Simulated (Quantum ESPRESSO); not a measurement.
# Band energies of CaCd₂P₂

```xyz
5
Lattice="4.2923 0.0000 0.0000 -2.1462 3.7172 0.0000 0.0000 0.0000 7.0555" Properties=species:S:1:pos:R:3 pbc="T T T"
P      2.1462     1.2391     5.3584
P      0.0000     2.4782     1.6970
Ca     0.0000     0.0000     0.0000
Cd     0.0000     2.4782     4.5022
Cd     2.1462     1.2391     2.5533
```

norm-conserving PBEsol (Quantum ESPRESSO, 102 Ry, with spin-orbit coupling); path ΓMKΓALHA,LM,KH; energies in eV from the valence-band maximum.

```
k (1/Å)  point  band 60  band 61  band 62  band 63  band 64  band 65  band 66  band 67
-------  -----  -------  -------  -------  -------  -------  -------  -------  -------
0.00         Γ     0.00     0.73     0.73     1.03     1.03     2.38     2.38     2.62
0.42              -0.80     1.64     1.64     1.93     1.93     3.31     3.31     3.53
0.85         M    -1.31     1.16     1.16     2.45     2.45     2.80     2.80     4.37
1.09              -1.65     2.25     2.25     2.58     2.58     2.77     2.77     3.61
1.33         K    -1.98     2.55     2.55     2.82     2.82     2.83     2.83     3.76
1.72              -1.04     2.06     2.06     2.83     2.83     2.98     2.98     3.66
2.11              -0.11     1.38     1.38     1.49     1.49     2.52     2.52     3.04
2.31         Γ     0.00     0.73     0.73     1.03     1.03     2.38     2.38     2.62
2.75         A    -0.55     1.01     1.01     1.75     1.75     2.72     2.72     2.77
3.26              -1.02     1.62     1.62     2.25     2.25     2.33     2.33     2.85
3.60         L    -1.01     1.45     1.45     1.89     1.89     1.95     1.95     2.58
4.09         H    -1.53     2.09     2.09     2.09     2.09     3.53     3.53     3.90
4.51              -1.34     2.02     2.02     2.15     2.15     2.99     2.99     3.20
4.78              -0.98     2.04     2.04     2.27     2.27     2.59     2.59     2.98
5.06         A    -0.55     1.01     1.01     1.75     1.75     2.72     2.72     2.77
5.06         L    -1.01     1.45     1.45     1.89     1.89     1.95     1.95     2.58
5.51         M    -1.31     1.16     1.16     2.45     2.45     2.80     2.80     4.37
5.51         K    -1.98     2.55     2.55     2.82     2.82     2.83     2.83     3.76
5.95         H    -1.53     2.09     2.09     2.09     2.09     3.53     3.53     3.90
```

The PBEsol gap is direct, 0.73 eV at Γ.

Geometry of the Materials Project entry, not relaxed at this level.
